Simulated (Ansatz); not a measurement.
Relaxing a structure of MgS

The start is a randomly generated symmetric cell of MgS (space group No. 71). Cell shape, volume and atoms are optimised at zero target pressure with r2SCAN (plane waves to 500 eV, PAW, scalar-relativistic; Ansatz, a program for electronic structure).

Ansatz input (later rounds restart from its end on a renewed k-mesh):
Ansatz 0.2 input:
```yaml
crystal:
  lattice:
    - [-2.2797517, 2.320863, 2.3453917]
    - [2.2797517, -2.320863, 2.3453917]
    - [2.2797517, 2.320863, -2.3453917]
  atoms:
    - { symbol: Mg, position: [0.5, 0.5, 0] }
    - { symbol: S, position: [0, 0.5, 0.5] }
basis: { ecutwfc: 500, ecutrho_ratio: 4, xc_grid: 4, fft_grid_basis: typed }
kpoints: { mp_grid: { grid: [10, 10, 10] } }
hamiltonian:
  xc: r2scan
  dispersion: none
  pseudopotentials: { kind: paw }
scf: { occupations: { method: fermi_dirac, width: 0.05 } }
relax: { f_tol: 0.01, max_steps: 100, cell: { stress_tol: 0.02 } }
output: { forces: true, stress: true }
```

* **Initial pressure**: -4.1 GPa (negative: the cell is under tension)
* **Outcome**: The space group goes from Immm (No. 71) to Fm-3m (No. 225); the end is rock salt type, with 2 atoms in the primitive cell
* **Energy released**: 0.48 eV/atom
* **Volume change**: -29.0 %, from 24.82 to 17.61 Å³/atom
* **Shortest distances (start → end)**: The closest pairs of elements (up to four, under 3.6 Å), start → end: Mg–S 2.32 → 2.60 Å
* **Band gap at the end**: 3.46 eV, indirect (valence top at Γ, conduction bottom at X) (no spin-orbit coupling)
* **Optimiser moves**: 7

Final values are on a 11×11×11 k-mesh of the relaxed cell. No spin polarisation in the result.

The run could not lose the symmetry of its start.

All atoms sit on sites fixed by symmetry, so only the cell could relax.
